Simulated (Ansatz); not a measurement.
**Zn₂PHO₅: ¹⁷O nuclear quadrupole resonance**

Cell: an entry of the Crystallography Open Database (COD; perhaps a calculated or model structure), its atoms then relaxed with PBE in this cell.

Space group P2_12_12 (No. 18); a = 8.0990, b = 8.3250, c = 5.9660 Å.

| site | Wyckoff | site symmetry | x | y | z |
| --- | --- | --- | --- | --- | --- |
| Zn1 | 2a | ..2 | 0.0000 | 0.0000 | 0.9972 |
| Zn3 | 2a | ..2 | 0.0000 | 0.0000 | 0.5022 |
| Zn5 | 4c | 1 | 0.3643 | 0.1365 | 0.2501 |
| H | 4c | 1 | 0.2722 | 0.4212 | 0.2506 |
| P | 4c | 1 | 0.2512 | 0.2581 | 0.7501 |
| O17 | 4c | 1 | 0.2326 | 0.1492 | 0.9601 |
| O21 | 4c | 1 | 0.3830 | 0.3757 | 0.2503 |
| O25 | 4c | 1 | 0.1142 | 0.3901 | 0.7498 |
| O29 | 4c | 1 | 0.4209 | 0.3476 | 0.7502 |
| O33 | 4c | 1 | 0.2329 | 0.1490 | 0.5403 |

One atom of each set is listed.

Method: Kohn–Sham DFT in Ansatz, PBE, plane waves and PAW, scalar-relativistic, 420 eV cutoff, Γ-centred 3×3×4 k-points, Fermi–Dirac smearing 0.02 eV.

¹⁷O: I = 5/2, Q = -25.58 mb (year-2017 value). Static lattice, zero field.

Task: Predict the zero-field ¹⁷O lines of each site.

Result: For I = 5/2 and η = 0 the lines are 3|C_Q|/20 and twice that; η pulls their ratio below 2. At large η the states mix, and weaker lines appear at sums of the main ones; lines under 5 % of the strongest are left out.

```
site  atoms  V_zz (10²¹ V/m²)  C_Q (MHz)     η  line frequencies (MHz)
 O17      4              9.97      -6.17  0.62              1.25, 1.74
 O21      4             10.17      -6.29  0.25              1.01, 1.86
 O25      4              9.47      -5.86  0.70        1.26, 1.63, 2.89
 O29      4              9.70      -6.00  0.46              1.09, 1.73
 O33      4              9.97      -6.17  0.62              1.25, 1.74
```

At O17, O25, O29 and O33 V_zz points along its shortest bond, to P (within 10°) in each case. At O21 V_zz points along its shortest bond, to H (within 4°).

The entry's hydrogen positions were far off; the other atoms hardly move on relaxation.

The relaxation (7 steps) took 4.2 min of wall time (4.2 min of CPU time) and 1.2 GiB at its peak, on 1 thread of Intel Xeon 6975P-C (Granite Rapids) (x86_64; 32 cores open to the job, memory cap 3.0 GiB, no GPU), a shared host with a load of 0.6 a core.
